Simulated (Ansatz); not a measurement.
PtW (rock salt, Fm-3m) under volume change, plane-wave PAW PBE (Ansatz code), scaled uniformly.

```json
[
 {"V (Å³/atom)": "16.556", "E − E(relaxed) (meV/atom)": "121.3", "P (GPa)": "25.92"},
 {"V (Å³/atom)": "17.101", "E − E(relaxed) (meV/atom)": "50.8", "P (GPa)": "15.79"},
 {"V (Å³/atom)": "17.647", "E − E(relaxed) (meV/atom)": "12.0", "P (GPa)": "7.23"},
 {"V (Å³/atom)": "18.193", "E − E(relaxed) (meV/atom)": "0.0", "P (GPa)": "0.00"},
 {"V (Å³/atom)": "18.739", "E − E(relaxed) (meV/atom)": "10.7", "P (GPa)": "-6.10"},
 {"V (Å³/atom)": "19.285", "E − E(relaxed) (meV/atom)": "40.4", "P (GPa)": "-11.23"},
 {"V (Å³/atom)": "19.830", "E − E(relaxed) (meV/atom)": "86.2", "P (GPa)": "-15.54"}
]
```

Problem. What does a third-order Birch–Murnaghan fit give for V₀, B₀ and B′?

Solution. V₀ = 18.19 Å³/atom, B₀ = 221 GPa, B′ = 4.7.

The start of the workflow was typed in or built on a structure type; neither database checked (COD, Materials Project) lists it. Its standing as an ambient phase is unchecked. The cell was relaxed with PBE under the symmetry of its start; its stability against distortions is not shown here. The run is not spin-polarised. The volume moved by 18 % from the start of the relaxation. Its formation energy is positive at this level, so the cell may be metastable or incomplete. Scalar-relativistic: spin–orbit coupling is off unless named, which matters more the heavier the elements.

Potentials: the earlier of the program's two PAW sets.
